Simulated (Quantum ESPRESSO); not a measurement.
Mo$_{2}$S$_{3}$O (made-up cell) (calculated)

Calculation on a made-up crystal cell, not a measurement, run twice, once with a planted mistake found by running each candidate: periodic Kohn-Sham density functional theory in plane waves with PseudoDojo standard norm-conserving scalar-relativistic pseudopotentials, each functional with its own files (v0.5 for PBE, v0.4.1 for LDA and PBEsol), no spin polarisation, no spin-orbit coupling, atoms not relaxed, stress positive in tension, energies less a fixed whole-eV offset for each atom's element; levels are Kohn-Sham levels at fractions of this cell's reciprocal vectors, counted from the reference band (half the neutral cell's valence electrons, rounded up) at Gamma; error bars cover cutoff and k-mesh only, not smearing or the files; each bar is the largest change over components, and at least 0.002 eV, 0.002 eV per angstrom or 0.02 GPa; a charged cell sits in a uniform background, with energy and stress on this program's zero of potential; no dispersion term; energies are for the whole cell, and the offsets were chosen from early runs and are not element reference energies; a distance is the largest change of any value in units of its error bar (the energy's for the smearing term), a scale change is of lengths, and a coarse mesh keeps the half-step shift. Program: Quantum ESPRESSO 7.5.

```json
{"formula": "Mo2S3O", "kind": "made-up cell", "intended_structure": {"cell_angstrom": [[3.1862, -0.0097, -0.0159], [-0.0168, 5.438, -0.0071], [-0.0629, -0.0163, 12.8555]], "atoms_fractional": [["Mo", -0.00768, 0.33396, 0.24967], ["Mo", 0.49584, 0.1653, 0.74658], ["Mo", 0.51351, 0.83042, 0.24768], ["Mo", -0.00971, 0.66697, 0.7481], ["O", 0.01078, 0.33075, 0.62645], ["S", -0.00549, 0.33704, 0.87692], ["S", 0.49119, 0.16658, 0.12276], ["S", 0.48732, 0.17041, 0.37262], ["S", 0.51246, 0.82697, 0.62671], ["S", 0.49204, 0.84206, 0.87913], ["O", -0.01615, 0.67113, 0.12168], ["S", 0.01209, 0.67188, 0.37077]]}, "given": {"lattice_type": "layered 2H, rectangular cell", "intended_functional": "pbe", "intended_cutoff [eV]": 1143, "intended_fermi_dirac_smearing [eV]": 0.025, "intended_scf_tolerance [eV]": 1e-07, "intended_electrons_removed": 0, "healthy_free_energy_less_offsets [eV]": 8.713, "healthy_scf_iterations": 21, "healthy_smearing_term_minus_ts [eV]": 0.0, "healthy_pressure [GPa]": -11.9, "healthy_stress_xx [GPa]": 10.11, "healthy_stress_yy [GPa]": 8.36, "healthy_stress_zz [GPa]": 17.25, "healthy_stress_yz [GPa]": 1.05, "healthy_stress_xz [GPa]": -1.78, "healthy_stress_xy [GPa]": -0.58, "healthy_reference_band": 52, "faulty_free_energy_less_offsets [eV]": 7.704, "faulty_scf_iterations": 23, "faulty_smearing_term_minus_ts [eV]": 0.0, "faulty_pressure [GPa]": -12.68, "faulty_stress_xx [GPa]": 8.64, "faulty_stress_yy [GPa]": 9.67, "faulty_stress_zz [GPa]": 19.72, "faulty_stress_yz [GPa]": 0.84, "faulty_stress_xz [GPa]": -1.67, "faulty_stress_xy [GPa]": -0.65, "faulty_reference_band": 52, "candidate_k_points_along_each_vector": 2, "candidate_cutoff [eV]": 592, "candidate_smearing [eV]": 0.4, "candidate_functional": "lda", "candidate_scf_tolerance [eV]": 0.7, "candidate_electrons_removed": 1, "candidate_scale_change [percent]": -1.93, "candidate_first_exchanged_site": 5, "candidate_second_exchanged_site": 10, "intended_k_mesh": "7 x 4 x 2, shifted by half a step", "structure_shown": "as intended, without the mistake", "atom_site": [1, 2, 3, 4, 5, 6, 7, 8, 9, 10, 11, 12], "atom_energy_offset [eV]": [-1911, -1911, -1911, -1911, -452, -302, -302, -302, -302, -302, -452, -302], "healthy_force_site": [1, 2, 3, 4, 5, 6, 7, 8, 9, 10, 11, 12], "healthy_force_x [eV/angstrom]": [0.054, -0.055, -0.573, 0.839, -0.183, 0.081, -0.046, 0.375, -0.763, 0.081, 0.116, 0.073], "healthy_force_y [eV/angstrom]": [1.148, 1.629, -0.666, -1.313, -0.045, -0.37, 0.014, -0.461, 0.209, -0.118, -0.107, 0.081], "healthy_force_z [eV/angstrom]": [-2.117, -1.123, -2.883, 0.143, 4.474, -1.857, 1.232, -0.497, 0.158, -1.823, 4.807, -0.515], "healthy_level_k_point": ["Gamma", "(1/2,1/2,1/2)", "(0.15,0,0)", "(0,0.15,0)", "(0,0,0.15)"], "healthy_next_band_up [eV]": [1.341, 1.848, 1.211, 1.274, 1.341], "faulty_force_site": [1, 2, 3, 4, 5, 6, 7, 8, 9, 10, 11, 12], "faulty_force_x [eV/angstrom]": [0.084, -0.097, -0.455, 0.727, -0.151, 0.101, -0.037, 0.327, -0.688, 0.107, 0.051, 0.031], "faulty_force_y [eV/angstrom]": [0.698, 1.923, -1.042, -0.843, -0.222, -0.54, 0.211, -0.238, -0.045, -0.279, 0.036, 0.342], "faulty_force_z [eV/angstrom]": [-2.117, -1.179, -2.732, -0.053, 4.709, -2.039, 1.458, -0.726, 0.496, -1.952, 4.986, -0.851], "faulty_level_k_point": ["Gamma", "(1/2,1/2,1/2)", "(0.15,0,0)", "(0,0.15,0)", "(0,0,0.15)"], "faulty_next_band_up [eV]": [1.354, 1.933, 1.251, 1.29, 1.354], "candidate_mistake": ["coarse kmesh", "low cutoff", "wide smearing", "wrong functional", "loose scf", "wrong charge", "cell scaled", "atoms exchanged"]}, "results": {}}
```

To be estimated
1. Give the missing fault kind for Mo$_{2}$S$_{3}$O (made-up cell).

Answers
1. coarse kmesh

Further results for Mo$_{2}$S$_{3}$O (made-up cell):

- other mistakes compared: 7
- distance from healthy: 439.1 error bars
- distance from nearest other mistake: 632.9 error bars
- healthy error bar energy: 0.002298 eV
- healthy error bar stress: 0.02 GPa
- healthy error bar force: 0.002 eV/Å
- healthy error bar next band up: 0.002 eV
